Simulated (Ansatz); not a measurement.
B₂W:
```yaml
crystal:
  lattice:
    - [3.01116, 0.00000, 0.00000]
    - [-1.50558, 2.60774, 0.00000]
    - [0.00000, 0.00000, 13.95820]
  atoms:
    - { symbol: B, position: [0.33333, 0.66667, 0.52327] }
    - { symbol: B, position: [0.66667, 0.33333, 0.47673] }
    - { symbol: B, position: [0.66667, 0.33333, 0.02327] }
    - { symbol: B, position: [0.33333, 0.66667, 0.97673] }
    - { symbol: B, position: [0.00000, 0.00000, 0.25000] }
    - { symbol: B, position: [0.00000, 0.00000, 0.75000] }
    - { symbol: B, position: [0.66667, 0.33333, 0.25000] }
    - { symbol: B, position: [0.33333, 0.66667, 0.75000] }
    - { symbol: W, position: [0.33333, 0.66667, 0.13550] }
    - { symbol: W, position: [0.66667, 0.33333, 0.86450] }
    - { symbol: W, position: [0.66667, 0.33333, 0.63550] }
    - { symbol: W, position: [0.33333, 0.66667, 0.36450] }
```

Relaxed with r²SCAN. Special points in fractions of this cell's reciprocal vectors: Γ (0.000, 0.000, 0.000); M (0.500, 0.000, 0.000); K (0.333, 0.333, 0.000); A (0.000, 0.000, 0.500); L (0.500, 0.000, 0.500); H (0.333, 0.333, 0.500).

**Question.** List the band energies nearest the Fermi level at these points for plane-wave PAW r²SCAN with spin–orbit coupling (Ansatz code).

**Answer.** In eV from the Fermi level; about four levels below and three above (degenerate sets whole), none deeper than 8.9 eV; points with the same levels are listed once.

```json
[
 {"k": "Γ", "below": "-0.72 -0.72 -0.62 -0.62", "above": "0.46 0.46 0.51 0.51"},
 {"k": "M", "below": "-2.88 -2.88 -0.37 -0.37", "above": "1.55 1.55 2.05 2.05"},
 {"k": "K", "below": "-2.48 -2.48 -0.68 -0.68", "above": "1.07 1.07 1.24 1.24"},
 {"k": "A", "below": "-0.26 -0.26 -0.26 -0.26", "above": "1.05 1.05 1.05 1.05"},
 {"k": "L", "below": "-3.10 -3.10 -3.10 -3.10", "above": "0.53 0.53 0.53 0.53"},
 {"k": "H", "below": "-2.65 -2.65 -0.09 -0.09", "above": "0.15 0.15 1.34 1.34"}
]
```

Space group P6_3/mmc. The first step of the workflow began from a Materials Project structure, measured or hypothetical; the Crystallography Open Database files this formula in space group No. 194, but the cells were not matched. Its standing as an ambient phase is unchecked. The cell was relaxed with r²SCAN under the symmetry of its start; its stability against distortions is not shown here. No spin polarisation was allowed.

Potentials: the later of the program's two PAW sets.
